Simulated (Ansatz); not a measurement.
Input and output for bcc Mo (110), 4 layers: DFT, PBE, norm-conserving pseudopotentials, Ansatz's default files, scalar-relativistic (Ansatz 0.2.0).

The slab is cut from a bulk crystal relaxed on PAW files (its atoms may have been relaxed since).

Command: `ansatz run input.yaml --threads 1 --pin off --max-ram 3584MiB --backend cpu --events-out ev --progress --plain --runs-dir out` It took 110 s on 1 thread of Arm Neoverse V2, on a shared host, peak memory 0.94 GiB.

```yaml
crystal:
  lattice:
    - [2.7373676609, 0.0, 0.0]
    - [-0.912455887, 2.5808149808, 0.0]
    - [0.0, 0.0, 22.7052]
  atoms:
    - { symbol: Mo, position: [0.25, 0.25, 0.3560123116] }
    - { symbol: Mo, position: [0.75, 0.75, 0.4503581334] }
    - { symbol: Mo, position: [0.25, 0.25, 0.5496418663] }
    - { symbol: Mo, position: [0.75, 0.75, 0.6439876881] }
kpoints:
  mp_grid: { grid: [13, 13, 1] }
scf:
  occupations: { method: fermi_dirac, width: 0.1 }
hamiltonian:
  xc: pbe
  pseudopotentials: { kind: nc }
output:
  forces: true
  stress: true
  eigenvalues: true
efield:
  axis: 3
  amplitude: 0
  dipole_correction: true
```

Output:

```
Engine: ansatz 0.2.0
Pseudopotentials: kind: nc
Pseudopotential: Mo, nc, valence charge 14, recommended cutoff 1088.45545 eV (normal), Mo.nc.azcp
Functional definition: PBE
  parameter kappa = 0.804
  parameter beta = 0.06672455060314922
  exchange = pbe_x(kappa = kappa, mu = beta*pi^2/3)
  correlation = pbe_c(beta = beta)
Crystal: 4 atoms, lattice volume = 160.404 Å³
Basis set: ecut = 1088.45545 eV, 13123 PW (Γ), exchange–correlation on 60×60×500 points (8 copies of the dense FFT grid, shifted against one another)
Bands: 34, of which v1, the nominal top of the filled ones, is band 28 counted from 1 (27 counted from 0)
Symmetry: 4 space group operations
k-points: 49 of 169
Non-local potential: Mo, projectors of the file, l = 0: 2, l = 1: 2, l = 2: 2, l = 3: 1
Initial density: superposition of atomic densities (neutral atoms: chi_scale 0, normalization atom)
Initial wavefunctions: pseudopotential atomic-orbital guess
Functional: x = pbe(κ = 0.804, μ = 0.2195149727645171), c = pbe(β = 0.06672455060314922)
SCF iter   1: F=—  HF=-7647.974604 eV  |F-HF|=—  |Δ(HF+E_count)|=         —  Δρ=6.66e-2  dr2=1.75e1  ethr=3.10e-3  p=-0.000 e·Å  D=-1.66e-14 V/Å  ΔV_dip=0.00 eV  dr2_dipole=1.63e-6  V_vac-E_F(+/−)=6.12/6.12 eV  ⟨swp⟩=11.1  Hψ=21383  notcnv=0  defer=6
efield: sawtooth ramp at fractional position 0.9500 (placed from the atoms, in the widest stretch of the axis that holds none; the zero of the levels goes with the place), width 0.1000; the density the first Hamiltonian is built on has a dipole p = -0.000 e·Å; the dipole correction subtracts the counter field D = -1.66e-14 V/Å, which shifts the + side's vacuum level by +0.00 eV against the − side's; the planar-averaged density in the ramp window peaks in size at 2.2e-8 e/Å³
automatic band count: the SCF goes on with 40 bands, as 34 were too few: the levels above may hold too much charge
preconditioner: auto → LDOS  [metal: Δε(μ)=0.049 eV  Ē_g=5.767 eV  σ=0.100 eV  W_gap=0.12  n_scr=16 (ndim 8)  ℏωp=14.4 eV  f_vac=0.531  D(μ)=4.10/eV (n_scr^D=14)  β→1.0]
SCF iter   2: F=—  HF=-7645.028535 eV  |F-HF|=—  |Δ(HF+E_count)|=    2.95e0  Δρ=1.41e-2  dr2=4.52e-1  ethr=3.10e-3  p=-0.000 e·Å  D=-5.99e-6 V/Å  ΔV_dip=0.00 eV  dr2_dipole=1.17e-7  V_vac-E_F(+/−)=4.75/4.75 eV  ⟨swp⟩=4.7  Hψ=5757  notcnv=1  defer=32
SCF iter   3: F=—  HF=-7644.962712 eV  |F-HF|=—  |Δ(HF+E_count)|=   6.58e-2  Δρ=2.88e-3  dr2=4.17e-2  ethr=8.07e-4  p=-0.000 e·Å  D=-1.07e-5 V/Å  ΔV_dip=0.00 eV  dr2_dipole=1.27e-8  V_vac-E_F(+/−)=4.68/4.68 eV  ⟨swp⟩=2.3  Hψ=3268  notcnv=0  defer=30
SCF iter   4: F=—  HF=-7644.960208 eV  |F-HF|=—  |Δ(HF+E_count)|=   2.50e-3  Δρ=4.02e-4  dr2=2.66e-4  ethr=7.44e-5  p=-0.000 e·Å  D=-3.84e-6 V/Å  ΔV_dip=0.00 eV  dr2_dipole=5.99e-9  V_vac-E_F(+/−)=4.62/4.62 eV  ⟨swp⟩=2.2  Hψ=2563  notcnv=0  defer=30
SCF iter   5: F=—  HF=-7644.960281 eV  |F-HF|=—  |Δ(HF+E_count)|=   7.32e-5  Δρ=9.67e-5  dr2=2.85e-5  ethr=4.75e-7  p=-0.000 e·Å  D=-2.26e-6 V/Å  ΔV_dip=0.00 eV  dr2_dipole=4.73e-10  V_vac-E_F(+/−)=4.60/4.60 eV  ⟨swp⟩=3.8  Hψ=4500  notcnv=0  defer=30
SCF iter   6: F=—  HF=-7644.959990 eV  |F-HF|=—  |Δ(HF+E_count)|=   2.92e-4  Δρ=1.25e-5  dr2=9.97e-7  ethr=5.09e-8  p=-0.000 e·Å  D=-3.22e-7 V/Å  ΔV_dip=0.00 eV  dr2_dipole=1.29e-10  V_vac-E_F(+/−)=4.59/4.59 eV  ⟨swp⟩=2.4  Hψ=3056  notcnv=0  defer=30
SCF iter   7: F=-7644.959990 eV  HF=-7644.959990 eV  |F-HF|=3.84e-8  |Δ(HF+E_count)|=   2.99e-8  Δρ=4.63e-6  dr2=8.48e-8  ethr=1.79e-10  p=-0.000 e·Å  D=-2.41e-7 V/Å  ΔV_dip=0.00 eV  dr2_dipole=2.44e-11  V_vac-E_F(+/−)=4.59/4.59 eV  ⟨swp⟩=16.1  Hψ=13763  notcnv=0
SCF 1 converged in 7 iterations: F = -7644.959990 eV  dr2 = 8.48e-8
SCF converged after 7 iterations
Free energy (F): -7644.959990 eV
Harris-Foulkes:  -7644.959990 eV  (|F-HF|=3.84e-8)
Internal energy: -7644.831434 eV  (E = F + TS)
E sigma→0 (E₀):  -7644.895712 eV
Entropy (-TS):   -0.128556 eV (-32.139 meV/atom)
Fermi energy:    5.645028 eV
Dipole field:    D = -0.000008 V/Å  (p = -0.000007 e·Å, saw-weighted, corrected)
Work function:   Φ+ = 4.5863 eV   Φ− = 4.5861 eV
Levels:          The Fermi level and band energies are counted from a zero that moves with the ramp; work functions are not
--- Per-component energies (eV) ---
  E_band       = -1079.308595
  E_kinetic    = 2420.095840
  E_local      = -63107.172887  (includes V_loc(G=0)·N_el)
  E_nonlocal   = 935.434477
  E_hartree    = 29916.443045
  E_xc         = -1119.475934
  E_vxc        = -1160.496971  (∫ρ·V_xc dr)
  E_efield     = 0.000000  (sawtooth field / dipole correction)
  E_vefield    = 0.000000  (∫n·V_field dr)
  E_ewald      = 23309.844024
  E_smearing   = -0.128556  (= −TS)
  E_closure    = 0.000000  (closes the sum)
  Σ components = -7644.959990   (vs F -7644.959990, Δ=0.00e0)
--- Forces (eV/Å), atoms counted from 1 ---
  atom   1  Mo     0.00000000     0.00000000    -0.00465973
  atom   2  Mo     0.00000000     0.00000000     0.00655953
  atom   3  Mo     0.00000000     0.00000000    -0.00657000
  atom   4  Mo     0.00000000     0.00000000     0.00469443
  max |Σ_I F_I| component: 2.42e-5 eV/Å
--- Stress (GPa, compression-positive) ---
       -2.687312      -0.417989      -0.000000
       -0.417989      -2.982875       0.000000
        0.000000       0.000000       0.015142
  P = ⅓ Tr σ = -1.8850 GPa (-18.850 kbar)
--- Band table (eV; the first three rows and the last of 49) ---
  k-point 0: bands = ["-55.6812", "-55.5751", "-55.3481", "-55.3348", "-30.2422", "-29.8768", "-29.3958", "-29.3054", "-29.2255", "-29.0372", "-29.0316", "-29.0168", "-28.8961", "-28.8638", "-28.7622", "-28.7622", "-1.1496", "0.0657", "0.4963", "0.8089", "2.3080", "2.8619", "3.7574", "4.1678", "4.1930", "4.3177", "4.4306", "4.5356", "5.8141", "5.8320", "6.7494", "6.7569", "7.1390", "7.2039", "7.2775", "7.3657", "7.3929", "7.7205", "7.8524", "8.1116"]
  k-point 1: bands = ["-55.6712", "-55.5675", "-55.3420", "-55.3297", "-30.2226", "-29.8800", "-29.4109", "-29.3867", "-29.1748", "-29.0691", "-29.0620", "-29.0510", "-28.8999", "-28.8993", "-28.7898", "-28.7888", "-0.9631", "0.2455", "0.6740", "0.9992", "2.3574", "2.8926", "3.7750", "3.9688", "4.0428", "4.1748", "4.4800", "4.8057", "5.5194", "6.0035", "6.3723", "6.6175", "6.8270", "7.1070", "7.2440", "7.3408", "7.5306", "7.8254", "8.1470", "8.4490"]
  k-point 2: bands = ["-55.6429", "-55.5467", "-55.3253", "-55.3154", "-30.1679", "-29.9007", "-29.5393", "-29.4659", "-29.1689", "-29.1614", "-29.1134", "-29.1099", "-29.0145", "-28.9496", "-28.8225", "-28.8197", "-0.4557", "0.6923", "1.1374", "1.4642", "2.4750", "2.9428", "3.5372", "3.6832", "3.8284", "4.0259", "4.6991", "4.8815", "5.4390", "5.4746", "6.4661", "6.5095", "6.8032", "6.9107", "7.2847", "7.3385", "7.6366", "7.9411", "8.2782", "9.1508"]
  k-point 48: bands = ["-55.4387", "-55.3601", "-55.1460", "-55.1403", "-30.3092", "-30.1434", "-29.8882", "-29.8672", "-29.8300", "-29.8127", "-29.6960", "-29.5898", "-29.3463", "-29.3026", "-29.1808", "-28.9978", "0.4391", "0.5827", "0.6329", "1.3274", "1.5533", "1.7644", "2.5982", "3.7492", "4.0049", "6.0371", "6.3714", "6.5255", "6.6145", "7.1215", "8.0732", "8.4987", "8.6932", "9.3043", "9.6180", "10.0586", "10.1616", "10.8227", "12.8226", "13.4451"]
```

The norm-conserving files are those that the library serves for this functional.
